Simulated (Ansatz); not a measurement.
YSb (rock salt, Fm-3m) at seven volumes, PBEsol in the plane-wave PAW code Ansatz, scaled uniformly. One row is withheld.

```csv
V (Å³/atom),P (GPa)
26.037,7.45
26.896,4.58
27.754,2.12
28.612,0.00
29.471,?
30.329,-3.41
31.188,-4.76
```

Task: Fit the shown pressures and predict the withheld one.

Result: P = (3/2)B₀(x^(7/2) − x^(5/2))[1 + (3/4)(B′ − 4)(x − 1)] with x = (V₀/V)^(2/3). Least squares on the six rows gives V₀ = 28.611 Å³/atom, B₀ = 65.5 GPa, B′ = 3.96. At V = 29.471, x = 0.9804 and P = -1.83 GPa. The run itself gave -1.83 GPa.

The first step of the workflow began from a Materials Project structure, measured or hypothetical; the Crystallography Open Database files this formula in space group No. 225, but the cells were not matched. Its standing as an ambient phase is unchecked. Symmetry was held in the PBEsol relaxation; of distortions, only those at the zone centre were tested. The run is not spin-polarised. Spin–orbit coupling is left out wherever it is not named.

Potentials: the later of the program's two PAW sets.
